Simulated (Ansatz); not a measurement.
WS₂ in space group R3m (No. 160; W on 3a, S on 3a, S on 3a) at seven volumes, the program Ansatz at the r²SCAN+D4 level (PAW), shape and atoms relaxed at each. One row is withheld.

```
V (Å³/atom)  P (GPa)
-----------  -------
16.592          5.89
17.139          3.25
17.686          1.33
18.233          0.00
18.780             ?
19.327         -1.31
19.874         -1.51
```

**Question.** Fit the shown pressures and predict the withheld one.

**Answer.** P = (3/2)B₀(x^(7/2) − x^(5/2))[1 + (3/4)(B′ − 4)(x − 1)] with x = (V₀/V)^(2/3). Least squares on the six rows gives V₀ = 18.242 Å³/atom, B₀ = 35.0 GPa, B′ = 13.62. At V = 18.780, x = 0.9808 and P = -0.83 GPa. The run itself gave -0.85 GPa.

The first step of the workflow began from a Materials Project structure, measured or hypothetical; the Crystallography Open Database files this formula in space group No. 160, but the cells were not matched. It is not the phase usual at ambient conditions (space group No. 194). The cell was relaxed with r²SCAN+D4 under the symmetry of its start; its stability against distortions is not shown here. No spin polarisation was allowed. Spin–orbit coupling is left out wherever it is not named.

Potentials: the later of the program's two PAW sets.
